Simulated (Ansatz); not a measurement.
CoGe2:
```yaml
crystal:
  lattice:
    - [-1.65087, 1.65087, 3.96861]
    - [1.65087, -1.65087, 3.96861]
    - [1.65087, 1.65087, -3.96861]
  atoms:
    - { symbol: Co, position: [0.00000, 0.00000, 0.00000] }
    - { symbol: Ge, position: [0.34048, 0.34048, 0.00000] }
    - { symbol: Ge, position: [0.65952, 0.65952, 0.00000] }
```

Relaxed with PBE. Special points in fractions of this cell's reciprocal vectors: Γ (0.000, 0.000, 0.000); X (0.000, 0.000, 0.500); P (0.250, 0.250, 0.250); N (0.000, 0.500, 0.000); M (0.500, 0.500, -0.500); S (0.293, 0.707, -0.293); S0 (-0.293, 0.293, 0.293); R (-0.087, 0.087, 0.500); G (0.500, 0.500, -0.087).

**Question.** List the band energies nearest the Fermi level at these points for PBE in the plane-wave PAW code Ansatz.

**Answer.** In eV from the Fermi level; about four levels below and three above (degenerate sets whole), none deeper than 8.9 eV; points with the same levels are listed once.

```json
[
 {"k": "Γ", "below": "-2.15 -2.15 -2.02 -1.10", "above": "0.46 2.05 2.39 2.39"},
 {"k": "X", "below": "-2.18 -2.13 -0.58 -0.41", "above": "0.39 0.68 3.14"},
 {"k": "P", "below": "-2.16 -2.16 -0.96 -0.58", "above": "0.81 1.36 1.85 1.85"},
 {"k": "N", "below": "-2.11 -1.93 -1.25 -0.59", "above": "0.15 3.82 3.94"},
 {"k": "M", "below": "-1.35 -1.35 -1.09 -0.77 -0.77", "above": "1.86 5.59 5.79"},
 {"k": "S", "below": "-2.10 -1.97 -1.24 -0.69", "above": "1.97 2.42 2.61"},
 {"k": "R", "below": "-2.19 -2.12 -0.62 -0.42", "above": "0.30 1.73 3.62"}
]
```

Space group I4/mmm (MoSi2 or CaC2 type). The cell is a constructed one: a structure type filled with these elements; neither database checked (COD, Materials Project) lists it. Its standing as an ambient phase is unchecked. The cell was relaxed with PBE under the symmetry of its start; whether a distortion lowers the energy is not shown. The workflow began spin-polarised and lost its moments. Spin–orbit coupling is left out wherever it is not named.

Potentials: the later of the program's two PAW sets.
